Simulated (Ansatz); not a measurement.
Relaxed PbTe (rock salt):

```
PbTe
1.0
    0.00000     6.53422     6.53422
    3.26711     0.00000     3.26711
    3.26711     3.26711     0.00000
Te Pb
2 2
Cartesian
  0.00000   0.00000   0.00000
  0.00000   3.26711   3.26711
  3.26711   3.26711   3.26711
  3.26711   6.53422   6.53422
```

In this cell atom 3 (Pb, nearest neighbour Te at 3.267 Å; its periodic images, 4.6 Å or more away, move with it) is moved by s along Cartesian [110], unit vector (0.707, 0.707, 0.000); all other atoms and the cell stay fixed.

Computed with r2SCAN (plane waves to 500 eV, PAW, scalar-relativistic; Ansatz, a program for electronic structure). k mesh 7×7×7 (Γ-centred), Fermi-Dirac smearing 0.05 eV. E stands for the smeared free energy. PbTe was relaxed with its symmetry unable to fall. Spin-orbit coupling is left out, though Pb and Te are heavy. The zero of ΔE is the undisplaced structure.

```json
[
 {"s (Å)": "-0.330", "ΔE (meV/cell)": "71.5"},
 {"s (Å)": "-0.264", "ΔE (meV/cell)": "43.0"},
 {"s (Å)": "-0.198", "ΔE (meV/cell)": "22.9"},
 {"s (Å)": "-0.132", "ΔE (meV/cell)": "withheld"},
 {"s (Å)": "-0.066", "ΔE (meV/cell)": "2.4"},
 {"s (Å)": "0.000", "ΔE (meV/cell)": "0.0"},
 {"s (Å)": "0.066", "ΔE (meV/cell)": "2.4"},
 {"s (Å)": "0.132", "ΔE (meV/cell)": "withheld"},
 {"s (Å)": "0.198", "ΔE (meV/cell)": "22.9"},
 {"s (Å)": "0.264", "ΔE (meV/cell)": "43.0"},
 {"s (Å)": "0.330", "ΔE (meV/cell)": "71.5"}
]
```

Fit an even polynomial form (powers 2, 4) to the given rows and predict ΔE at s = 0.132.

Least squares on the 9 given rows: ΔE = (544.9)·s² + (1026)·s⁴, in meV/cell with s in Å; root-mean-square residual 0.03 meV/cell. At 0.132 the fit gives 9.8 meV/cell; the calculation gives 9.8 meV/cell, the same to the digits shown. The quadratic term alone would give 9.5 meV/cell.

(For displaced atoms, the force is minus the slope of the energy, and its curvature is a force constant, which sets phonon frequencies.)
